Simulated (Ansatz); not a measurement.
K$_{2}$LiBiCl$_{6}$:
```
K2LiBiCl6
1.0
    0.00000     5.20997     5.20997
    5.20997     0.00000     5.20997
    5.20997     5.20997     0.00000
K Li Bi Cl
2 1 1 6
Direct
  0.75000   0.75000   0.75000
  0.25000   0.25000   0.25000
  0.50000   0.50000   0.50000
  0.00000   0.00000   0.00000
  0.74231   0.25769   0.25769
  0.25769   0.74231   0.74231
  0.25769   0.74231   0.25769
  0.74231   0.25769   0.74231
  0.25769   0.25769   0.74231
  0.74231   0.74231   0.25769
```

Relaxed with r²SCAN. Special points in fractions of this cell's reciprocal vectors: Γ (0.000, 0.000, 0.000); X (0.500, 0.000, 0.500); U (0.625, 0.250, 0.625); K (0.375, 0.375, 0.750); L (0.500, 0.500, 0.500); W (0.500, 0.250, 0.750).

Problem. List the band energies nearest the valence-band maximum at these points for DFT-r²SCAN in the program Ansatz with PAW potentials.

Solution. In eV from the valence-band maximum; about four levels below and three above (degenerate sets whole), none deeper than 8.9 eV; points with the same levels are listed once.

```tsv
k	below	above
Γ	-1.12 -1.12 -1.12 -0.62 -0.62 -0.62	4.20 4.20 4.20
X	-1.20 -1.20 -0.64 0.00	4.69 4.69 5.05
U	-1.12 -1.12 -0.76 -0.06	4.60 4.95 4.97
L	-0.95 -0.95 -0.94 -0.39	4.07 5.15 5.15
W	-1.23 -0.91 -0.91 -0.03	4.81 4.88 4.88
```

Space group Fm-3m. The first step of the workflow began from a Materials Project structure, measured or hypothetical; the Crystallography Open Database copy checked does not list it. Its standing as an ambient phase is unchecked. The cell was relaxed with r²SCAN under the symmetry of its start; its stability against distortions is not shown here. Scalar-relativistic: spin–orbit coupling is off unless named, which matters more the heavier the elements.

Potentials: the later of the program's two PAW sets.
